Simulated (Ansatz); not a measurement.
Here is the system:

Sc (hcp, Mg type)

```xyz
2
Lattice="3.2772 0.0000 0.0000 -1.6386 2.8381 0.0000 0.0000 0.0000 5.0855" Properties=species:S:1:pos:R:3 pbc="T T T"
Sc     0.0000     1.8921     3.8141
Sc     1.6386     0.9460     1.2714
```

In this cell atom 1 (Sc, nearest neighbour Sc at 3.169 Å; its periodic images, 3.3 Å or more away, move with it) is moved by s along Cartesian x, unit vector (1.000, 0.000, 0.000); all other atoms and the cell stay fixed.

The numbers are results of PBEsol (plane waves to 420 eV, PAW, scalar-relativistic; Ansatz, a first-principles code), not measurements. k mesh 13×13×8 (Γ-centred), Fermi-Dirac smearing 0.05 eV. E stands for the smeared free energy. With partly filled bands, energies and forces of such displacements shift with the k mesh and the smearing. Sc is run without spin polarisation. Sc was relaxed with its symmetry unable to fall. The PAW data are Ansatz's earlier set. ΔE is measured from the undisplaced structure.

The scan covers s from -0.630 to 0.630 Å in 11 points.

Is the energy the same for equal positive and negative displacements?

Even: the same for both signs. With its periodic images moving along, the atom's site symmetry in this cell is -6m2.

What force acts on the atom along the line at s = -0.630 Å?

0.679 eV/Å.

What is the force constant k = d²E/ds² of this move at s = 0?

1.53 eV/Å².

(A displaced cell: forces are minus the slopes of the energy, force constants its curvatures, and phonons follow from these.)
